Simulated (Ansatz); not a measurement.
Problem. Each is relaxed and computed with the program Ansatz at the HSE06 level (PAW). Which alone has a direct gap?
(A) NiO, rock salt
(B) SrO, rock salt
(C) HfO2, rutile
(D) BaTiO3, cubic perovskite

Solution. C, HfO2, rutile. HfO2: gap 5.65 eV (direct); NiO: gap 4.51 eV (indirect); BaTiO3: gap 3.26 eV (indirect); SrO: gap 4.79 eV (indirect). Spin orders computed, not proven ground states: NiO, rock salt antiferromagnetic. Not the usual ambient phase: HfO2, rutile; BaTiO3, cubic perovskite. All cells were relaxed under the symmetry of their starts (and spin orders); stability against distortions was not tested throughout. Rows with no word on spin ran without spin polarisation. Scalar-relativistic: spin–orbit coupling is off unless named, which matters more the heavier the elements.

Potentials: the earlier of the program's two PAW sets.
